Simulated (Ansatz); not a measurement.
K2GaAgF6:
```xyz
10
Lattice="0.0000 4.2539 4.2539 4.2539 0.0000 4.2539 4.2539 4.2539 0.0000" Properties=species:S:1:pos:R:3 pbc="T T T"
K      2.1269     2.1269     2.1269
K      6.3808     6.3808     6.3808
Ga     0.0000     0.0000     0.0000
Ag     4.2539     4.2539     4.2539
F      4.2539     4.2539     1.8890
F      4.2539     4.2539     6.6187
F      1.8890     4.2539     4.2539
F      6.6187     4.2539     4.2539
F      4.2539     1.8890     4.2539
F      4.2539     6.6187     4.2539
```

Relaxed with r²SCAN. Special points in fractions of this cell's reciprocal vectors: Γ (0.000, 0.000, 0.000); X (0.500, 0.000, 0.500); U (0.625, 0.250, 0.625); K (0.375, 0.375, 0.750); L (0.500, 0.500, 0.500); W (0.500, 0.250, 0.750).

Q: List the band energies nearest the valence-band maximum at these points for the program Ansatz at the r²SCAN level (PAW).

A: In eV from the valence-band maximum; about four levels below and three above (degenerate sets whole), none deeper than 8.9 eV; points with the same levels are listed once.

```csv
k,below,above
Γ,-1.10 -1.10 -1.10 0.00 0.00,2.84 7.50 7.50 7.50
X,-0.97 -0.97 -0.64 0.00,5.19 6.70 7.20
U,-0.99 -0.99 -0.50 -0.13,5.27 6.52 6.99
L,-1.04 -1.04 -0.27 -0.27,4.82 5.58 8.17 8.17
W,-1.03 -1.03 -0.97 -0.46 -0.18,5.35 6.64 7.28 7.28
```

Space group Fm-3m. The workflow started from a Materials Project entry (that database holds measured and hypothetical structures alike); the Crystallography Open Database copy checked does not list it. Whether it is the stable phase at ambient conditions was not checked. The cell was relaxed with r²SCAN under the symmetry of its start; whether a distortion lowers the energy is not shown. The run is not spin-polarised. Spin–orbit coupling is left out wherever it is not named.

Potentials: the later of the program's two PAW sets.
